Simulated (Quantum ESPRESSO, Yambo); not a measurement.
CsScW2O8 (space group P-3m1, No. 164): one geometry, one set of PBEsol (pw.x of Quantum ESPRESSO, ONCV potentials, without SOC) orbitals, self-energies from Yambo (3×3×1 Γ-centred k mesh, bands 4 to 360 and a 7 Ry block in the screening, 360 bands in G with the Bruneval-Gonze terminator, plasmon pole fitted at 27.2 eV).

```csv
level,"gap (0, 0.333, 0) → Γ (eV)",direct gap at Γ (eV)
PBEsol (Quantum ESPRESSO),3.90,3.92
exchange only (Hartree-Fock self-energy on PBEsol orbitals),(withheld),(withheld)
static COHSEX@PBEsol,7.46,7.44
"G0W0@PBEsol, plasmon pole",(withheld),(withheld)
```

Complete the blanks.


- exchange only (Hartree-Fock self-energy on PBEsol orbitals), gap (0, 0.333, 0) → Γ (eV): 15.19
- exchange only (Hartree-Fock self-energy on PBEsol orbitals), direct gap at Γ (eV): 15.19
- G0W0@PBEsol, plasmon pole, gap (0, 0.333, 0) → Γ (eV): 6.60
- G0W0@PBEsol, plasmon pole, direct gap at Γ (eV): 6.59

Bare exchange has no screening and gives the widest gap; static COHSEX screens it but leaves out the frequency dependence, which G0W0 restores.

Nearest settings tried, and what they do to the gap: 235 bands in W, 235 bands in G: +46 meV; 6 Ry block (427 vectors against 553): -7 meV. Not varied: mesh. So the settings aren't converged at that level.

Geometry of the Materials Project entry, not relaxed at this level; primitive cell a = 5.927 Å, b = 5.927 Å, c = 8.106 Å, α = 90.00°, β = 90.00°, γ = 120.00°.

The structure is a Materials Project entry; no match was found in the copy of COD used, and its stability was not checked.
